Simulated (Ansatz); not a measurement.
**Question.** Bulk modulus by a P(V) fit from PBEsol minus that from r²SCAN (% of the latter), each on its own relaxed cell (Ansatz, a quantum-chemistry and plane-wave program, plane waves, PAW; no spin–orbit coupling, no Hubbard U), over 90 phases of the class «intermetallics»: what sign and size do you expect?

**Answer.** Mean 4 %, median 2 %, mean absolute 4 %; eight in ten lie between -2 and 12 %, and 73 % are above zero.

Some cases that may be named, with their rank among the 90 from the lowest: Ga2Pt, fluorite or antifluorite type -3 % (rank 1); ScAl2, cubic Laves (MgCu2 type) -3 % (rank 2); ZrPt, Cmcm (Zr on 4c, Pt on 4c) 2 % (rank 45); TaRu, rock salt 2 % (rank 46); CoSn3, Cmce (Co on 8d, Sn on 8f, Sn on 16g) 21 % (rank 89); Bi2Pd, MoSi2 or CaC2 type 28 % (rank 90).

The phases are those computed here (of each formula those with measured values and the lowest at some level), not a balanced benchmark, and neither functional is the truth. Pairs that end in unlike spin orders or unlike minima (c/a over 6 % apart, 30 % for weakly bound crystals), magnets with 4f shells, solids of gases and phases set aside for tests are left out.

10 of the phases carry moments, in the orders computed and without U.

Typed or built starts, not in the databases checked: TaRu, rock salt. Standing as an ambient phase not checked: Ga2Pt, fluorite or antifluorite type; ScAl2, cubic Laves (MgCu2 type); ZrPt, Cmcm (Zr on 4c, Pt on 4c); CoSn3, Cmce (Co on 8d, Sn on 8f, Sn on 16g); Bi2Pd, MoSi2 or CaC2 type. Unstable at this level: TaRu, rock salt with PBEsol; TaRu, rock salt with r²SCAN. All cells were relaxed under the symmetry of their starts (and spin orders); stability against distortions was not tested throughout. Named crystals with no word on spin ran without spin polarisation. Spin–orbit coupling is left out wherever it is not named.

Potentials: the later of the program's two PAW sets.

Ansatz is a plane-wave DFT program.
